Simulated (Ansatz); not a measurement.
BN:
```
CELL_PARAMETERS angstrom
      2.49703     0.00000     0.00000
     -1.24852     2.16249     0.00000
      0.00000     0.00000     6.66180
ATOMIC_POSITIONS crystal
  B  0.00000 0.00000 0.75000
  B  0.00000 0.00000 0.25000
  N  0.66667 0.33333 0.25000
  N  0.33333 0.66667 0.75000
```

Tensor components refer to the Cartesian frame of this cell.

Problem. Give the high-frequency dielectric tensor and the Born effective charge tensors of the independent atoms from DFPT, r²SCAN+D4 in the plane-wave PAW code Ansatz.

Solution. 
ε∞:
```
4.51  0.00  0.00
0.00  4.51  0.00
0.00  0.00  2.58
```
Z* of atom 1 (B), rows: field, columns: displacement, in e:
```
2.72  0.00  0.00
0.00  2.72  0.00
0.00  0.00  0.70
```
Z* of atom 3 (N), rows: field, columns: displacement, in e:
```
-2.72   0.00   0.00
 0.00  -2.72   0.00
 0.00   0.00  -0.70
```

Static charges for comparison (Bader): B1 +2.30, N3 -2.30 e. Born charges measure polarisation by displacement and can exceed these by far.

Space group P6_3/mmc. The first step of the workflow began from a Materials Project structure, measured or hypothetical. Its sites differ from those of the usual phase in this space group: another stacking or structure type. Symmetry was held in the r²SCAN+D4 relaxation; phonons on a q-mesh show no instability.

Potentials: the earlier of the program's two PAW sets.
